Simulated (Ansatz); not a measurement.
An elastic tensor (GPa, Voigt order, standard axes) from DFT-PBEsol in the program Ansatz with PAW potentials:

```
 138  11.6  11.6   0.0   0.0   0.0
11.6   138  11.6   0.0   0.0   0.0
11.6  11.6   138   0.0   0.0   0.0
 0.0   0.0   0.0  17.6   0.0   0.0
 0.0   0.0   0.0   0.0  17.6   0.0
 0.0   0.0   0.0   0.0   0.0  17.6
```

### Question
Pick the material that matches.
(A) HfC, rock salt
(B) BaTe, rock salt
(C) KI, rock salt
(D) PbSe, rock salt

### Answer
D, PbSe, rock salt

Space group Fm-3m (rock salt). The PBEsol relaxation kept the symmetry of its start. Scalar-relativistic: spin–orbit coupling is off unless named, which matters more the heavier the elements.

Potentials: the later of the program's two PAW sets.
